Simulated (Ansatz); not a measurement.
MgSe:
```xyz
4
Lattice="4.2229 0.0000 0.0000 -2.1114 3.6571 0.0000 0.0000 0.0000 6.8147" Properties=species:S:1:pos:R:3 pbc="T T T"
Mg     2.1114     1.2190     3.3946
Mg     0.0000     2.4381     6.8019
Se     2.1114     1.2190     5.9756
Se     0.0000     2.4381     2.5682
```

r²SCAN in the plane-wave PAW code Ansatz gives a gap of 3.35 eV without spin–orbit coupling, maximum at Γ, minimum at Γ.

Problem. What happens when spin–orbit coupling is switched on?

Solution. The gap decreases by 0.10 eV, to 3.25 eV; maximum at Γ, minimum at Γ.

Problem. Give the electron effective mass with spin–orbit coupling.

Solution. 0.21, 0.22, 0.22 mₑ (principal values).

Space group P6_3mc (wurtzite). The first step of the workflow began from a Materials Project structure, measured or hypothetical; the Crystallography Open Database copy checked does not list it. COD files the formula under space group No. 225. Whether it is the stable phase at ambient conditions was not checked. The cell was relaxed with r²SCAN under the symmetry of its start; its stability against distortions is not shown here.

Potentials: the earlier of the program's two PAW sets.
